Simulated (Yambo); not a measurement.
Yambo input for AlO₂H (space group Pmn2_1, No. 31) (a = 2.862 Å, b = 4.263 Å, c = 4.770 Å, α = 90.00°, β = 90.00°, γ = 90.00°), on PBEsol (Quantum ESPRESSO, PseudoDojo norm-conserving, 84 Ry, without SOC) wavefunctions on a 10×6×6 mesh:

```
optics
chi
dipoles
kernel
FFTGvecs= 40 Ry
Chimod= "HARTREE"
NGsBlkXd= 3 Ry
% QpntsRXd
 1 | 1 |
%
% BndsRnXd
 1 | 49 |
%
GrFnTpXd= "R"
% EnRngeXd
 0.0 | 20.0 | eV
%
% DmRngeXd
 0.2 | 0.2 | eV
%
CGrdSpXd= 50
ETStpsXd= 161
% LongDrXd
 0.0 | 1.0 | 0.0 |
%
```

First lines of the file o-*.eps_q1_inv_rpa_dyson:

```
Absorption @ Q(1):   0.00000000     1.00000000     0.00000000    [q->0 direction]
#
# [ X ] Hartree size     :   43
# [GEN] GF Energies     : Perdew, Burke & Ernzerhof SOL(X)+Perdew, Burke & Ernzerhof SOL(C)
# [GEN] Green`s Function     : Retarded
#
# [GEN] Gauge     : Length
# [GEN] [r,Vnl] included     : yes
#
#    E[1] [eV]     Im(eps)     Re(eps)     Im(eps_o)     Re(eps_o)
#
     0.000000     -0.21128E-16     3.256631     0.67488E-18     3.375528
     0.125000     0.805311E-3     3.256882     0.840047E-3     3.375790
     0.250000     0.001612     3.257636     0.001682     3.376576
     0.375000     0.002422     3.258894     0.002526     3.377889
     0.500000     0.003237     3.260660     0.003376     3.379730
     0.625000     0.004058     3.262935     0.004232     3.382104
     0.750000     0.004887     3.265725     0.005096     3.385013
     0.875000     0.005726     3.269035     0.005969     3.388465
     1.000000     0.006576     3.272872     0.006855     3.392465
     1.125000     0.007439     3.277244     0.007753     3.397022
     1.250000     0.008318     3.282158     0.008668     3.402144
     1.375000     0.009214     3.287626     0.009599     3.407841
     1.500000     0.010130     3.293659     0.010550     3.414126
     1.625000     0.011068     3.300270     0.011523     3.421010
     1.750000     0.012030     3.307473     0.012521     3.428509
     1.875000     0.013019     3.315284     0.013546     3.436638
     2.000000     0.014038     3.323721     0.014601     3.445415
     2.125000     0.015091     3.332804     0.015689     3.454861
     2.250000     0.016181     3.342553     0.016814     3.464995
     2.375000     0.017311     3.352994     0.017980     3.475844
     2.500000     0.018487     3.364153     0.019191     3.487432
     2.625000     0.019712     3.376060     0.020452     3.499790
     2.750000     0.020993     3.388746     0.021767     3.512949
     2.875000     0.022335     3.402248     0.023144     3.526946
     3.000000     0.023746     3.416606     0.024589     3.541821
     3.125000     0.025234     3.431865     0.026109     3.557617
     3.250000     0.026807     3.448074     0.027713     3.574384
     3.375000     0.028477     3.465290     0.029413     3.592176
     3.500000     0.030255     3.483576     0.031220     3.611057
     3.625000     0.032157     3.503002     0.033148     3.631096
     3.750000     0.034201     3.523650     0.035214     3.652372
     3.875000     0.036407     3.545612     0.037439     3.674976
     4.000000     0.038802     3.568995     0.039848     3.699011
```
(The file goes on to the top of the energy range.) Convergence of the RPA response with its 10×6×6 mesh was not tested.

Geometry of the Materials Project entry, not relaxed at this level.
